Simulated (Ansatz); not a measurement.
**Question.** Name crystals whose computed values (LDA (plane waves, PAW; program Ansatz)) fall in these windows: highest Γ mode, no LO–TO term (cm⁻¹) 210 to 250; G_Hill (GPa) 140 to 190.

**Answer.** 

```json
[
 {"crystal": "NbRh3, Cu3Au type", "highest Γ mode, no LO–TO term (cm⁻¹)": "225", "G_Hill (GPa)": "173"},
 {"crystal": "TiRh3, Cu3Au type", "highest Γ mode, no LO–TO term (cm⁻¹)": "232", "G_Hill (GPa)": "150"},
 {"crystal": "TaRh3, Cu3Au type", "highest Γ mode, no LO–TO term (cm⁻¹)": "233", "G_Hill (GPa)": "178"},
 {"crystal": "ZrIr3, Cu3Au type", "highest Γ mode, no LO–TO term (cm⁻¹)": "215", "G_Hill (GPa)": "172"},
 {"crystal": "TiOs, CsCl type", "highest Γ mode, no LO–TO term (cm⁻¹)": "238", "G_Hill (GPa)": "145"}
]
```
Others may fit too.

Standing as an ambient phase not checked: NbRh3, Cu3Au type; TiRh3, Cu3Au type; TaRh3, Cu3Au type; ZrIr3, Cu3Au type; TiOs, CsCl type. All cells were relaxed under the symmetry of their starts (and spin orders); stability against distortions was not tested throughout. Rows with no word on spin ran without spin polarisation. Spin–orbit coupling is left out wherever it is not named.

Potentials: the later of the program's two PAW sets.
